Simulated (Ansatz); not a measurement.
This run works on a generated trial structure, not on a known crystal.

Input and command of a plane-wave DFT calculation in Ansatz:

```yaml
crystal:
  lattice:
    - [3.50121985, 0.0, 0.0]
    - [-1.75060992, 3.03214533, 0.0]
    - [0.0, 0.0, 10.55048639]
  atoms:
    - { symbol: Ba, position: [0.33333333, 0.66666667, 0.0] }
    - { symbol: Ta, position: [0.0, 0.0, 0.7007092] }
    - { symbol: Ta, position: [0.0, 0.0, 0.2992908] }
    - { symbol: Cu, position: [0.33333333, 0.66666667, 0.5] }
basis:
  ecutwfc: 420
kpoints:
  mp_grid: { grid: [6, 6, 2] }
hamiltonian:
  xc: pbe
scf:
  occupations: { method: gaussian, width: 0.1 }
  lower_state_search: "off"
output:
  forces: true
  stress: true
  eigenvalues: true
relax:
  adjacent_minimum: "off"
  f_tol: 0.04
  max_steps: 70
  cell: { stress_tol: 0.4 }
```

```bash
ansatz run input.yaml --threads 1 --pin off --max-ram 2560MiB --backend cpu --events-out ev --progress --plain --runs-dir out
```

Processor: Intel(R) Xeon(R) Processor @ 2.50GHz (Skylake/Cascade Lake), 1 thread, on a host shared with other jobs.

Q: How long does it run, and how much memory does it take?

A: About 98 s, peak memory 0.41 GiB. It solves 33 bands at 14 k points (after reduction by symmetry) with about 1609 plane waves (on the last cell), in 75 SCF iterations over 9 ionic steps.
